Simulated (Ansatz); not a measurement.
Ba2CdMoO6:
```yaml
crystal:
  lattice:
    - [0.00000, 4.17413, 4.17413]
    - [4.17413, 0.00000, 4.17413]
    - [4.17413, 4.17413, 0.00000]
  atoms:
    - { symbol: Ba, position: [0.25000, 0.25000, 0.25000] }
    - { symbol: Ba, position: [0.75000, 0.75000, 0.75000] }
    - { symbol: Cd, position: [0.50000, 0.50000, 0.50000] }
    - { symbol: Mo, position: [0.00000, 0.00000, 0.00000] }
    - { symbol: O, position: [0.77043, 0.22957, 0.22957] }
    - { symbol: O, position: [0.22957, 0.77043, 0.77043] }
    - { symbol: O, position: [0.22957, 0.77043, 0.22957] }
    - { symbol: O, position: [0.77043, 0.22957, 0.77043] }
    - { symbol: O, position: [0.22957, 0.22957, 0.77043] }
    - { symbol: O, position: [0.77043, 0.77043, 0.22957] }
```

Relaxed with r²SCAN. Special points in fractions of this cell's reciprocal vectors: Γ (0.000, 0.000, 0.000); X (0.500, 0.000, 0.500); U (0.625, 0.250, 0.625); K (0.375, 0.375, 0.750); L (0.500, 0.500, 0.500); W (0.500, 0.250, 0.750).

### Question
List the band energies nearest the valence-band maximum at these points for the program Ansatz at the r²SCAN level (PAW).

### Answer
In eV from the valence-band maximum; about four levels below and three above (degenerate sets whole), none deeper than 8.9 eV; points with the same levels are listed once.

```tsv
k	below	above
Γ	-0.64 -0.64 -0.64 -0.16 -0.16 -0.16	3.08 3.08 3.08
X	-1.01 -1.01 -0.70 -0.70 -0.21	2.67 3.45 3.45
U	-0.65 -0.64 -0.53 -0.35	2.80 3.28 3.35
L	-0.68 -0.68 -0.48 0.00 0.00	2.94 3.08 3.08
W	-0.72 -0.67 -0.47 -0.47	3.00 3.00 3.44
```

Space group Fm-3m. The workflow started from a Materials Project entry (that database holds measured and hypothetical structures alike); the Crystallography Open Database copy checked does not list it. Its standing as an ambient phase is unchecked. The cell was relaxed with r²SCAN under the symmetry of its start; whether a distortion lowers the energy is not shown. The run is not spin-polarised. No Hubbard U is applied. Spin–orbit coupling is left out wherever it is not named.

Potentials: the later of the program's two PAW sets.
